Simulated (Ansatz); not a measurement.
## SnO2 with yttrium replacing Sn: what each run costs

SnO2 with yttrium replacing Sn, cell charge -1. Cell: 36 atoms, space group Pmmm, a = 6.701 Å, b = 6.701 Å, c = 9.559 Å, α = 90.00°, β = 90.00°, γ = 90.00°.

All runs are DFT with Ansatz 0.2.0 on 1 thread of AMD EPYC 9R45 96-Core Processor (Zen 5) (x86_64; 16 cores open to the job, memory cap 3.0 GiB, no GPU), a shared host.

Problem. Rank the runs by wall time, shortest first.
A. single point at relaxed positions, r2SCAN, 500 eV, 3×3×2 k-points, smearing 0.01 eV
B. single point, PBE, 420 eV, 3×3×2 k-points, smearing 0.01 eV
C. relaxation of the ions, PBE, 420 eV, 3×3×2 k-points, smearing 0.01 eV

Solution. B (30 s, 1.2 GiB), A (51 s, 1.9 GiB), C (94 s, 1.2 GiB).
